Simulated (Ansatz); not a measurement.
LaSi$_{2}$Ru:
```xyz
8
Lattice="4.5438 0.0000 0.0000 0.0000 4.1159 0.0000 -1.8436 0.0000 8.1831" Properties=species:S:1:pos:R:3 pbc="T T T"
La     0.0467     3.0869     1.6496
La     2.6535     1.0290     6.5335
Si     2.8363     3.0869     4.1437
Si    -0.1361     1.0290     4.0394
Si     2.2753     1.0290     0.7543
Si     0.4249     3.0869     7.4288
Ru     2.0992     1.0290     3.1868
Ru     0.6010     3.0869     4.9963
```

Relaxed with r²SCAN. Special points in fractions of this cell's reciprocal vectors: Γ (0.000, 0.000, 0.000); Z (0.000, 0.500, 0.000); D (0.000, 0.500, 0.500); B (0.000, 0.000, 0.500); A (-0.500, 0.000, 0.500); E (-0.500, 0.500, 0.500); C2 (-0.500, 0.500, 0.000); Y2 (-0.500, 0.000, 0.000).

### Question
List the band energies nearest the Fermi level at these points for r²SCAN in the plane-wave PAW code Ansatz.

### Answer
In eV from the Fermi level; about four levels below and three above (degenerate sets whole), none deeper than 8.9 eV; points with the same levels are listed once.

```csv
k,below,above
Γ,-1.05 -1.02 -0.77 -0.52,0.06 0.25 0.56
Z,-2.16 -2.16 -1.10 -1.10,0.35 0.35 0.84 0.84
D,-1.57 -1.57 -1.39 -1.39,0.19 0.19 0.87 0.87
B,-0.92 -0.76 -0.14 -0.05,0.07 0.79 1.11
A,-1.94 -1.43 -0.67 -0.43,0.06 0.19 0.76
E,-1.58 -1.58 -0.83 -0.83,1.12 1.12 2.20 2.20
C2,-1.55 -1.55 -0.90 -0.90,1.10 1.10 2.51 2.51
Y2,-1.78 -1.57 -1.14 -1.05,0.46 0.91 0.92
```

Space group P2_1/m. The first step of the workflow began from a Materials Project structure, measured or hypothetical; the Crystallography Open Database copy checked does not list it. Its standing as an ambient phase is unchecked. Symmetry was held in the r²SCAN relaxation; whether a distortion lowers the energy is not shown. The run is not spin-polarised. Spin–orbit coupling is left out wherever it is not named.

Potentials: the later of the program's two PAW sets.
